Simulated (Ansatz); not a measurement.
Here is the system:

InSb:
```
CELL_PARAMETERS angstrom
      0.00000     3.27330     3.27330
      3.27330     0.00000     3.27330
      3.27330     3.27330     0.00000
ATOMIC_POSITIONS crystal
  Sb 0.75000 0.75000 0.75000
  In 0.00000 0.00000 0.00000
```

This is the HSE06-relaxed structure.

**Question.** All from the program Ansatz at the HSE06 level (PAW), unless another level is named. Estimate the band gap.

**Answer.** 0.29 eV (direct).

**Question.** And the gap with spin–orbit coupling?

**Answer.** none at the points solved.

**Question.** Predict the valence-band maximum.

**Answer.** at Γ.

Space group F-43m (zinc blende). The cell was relaxed with HSE06 under the symmetry of its start. The hybrid was solved on a coarse mesh, the path and, where they were found, the r²SCAN edge points; its band edges are the extreme levels among these. Scalar-relativistic: spin–orbit coupling is off unless named, which matters more the heavier the elements.

Potentials: the later of the program's two PAW sets.
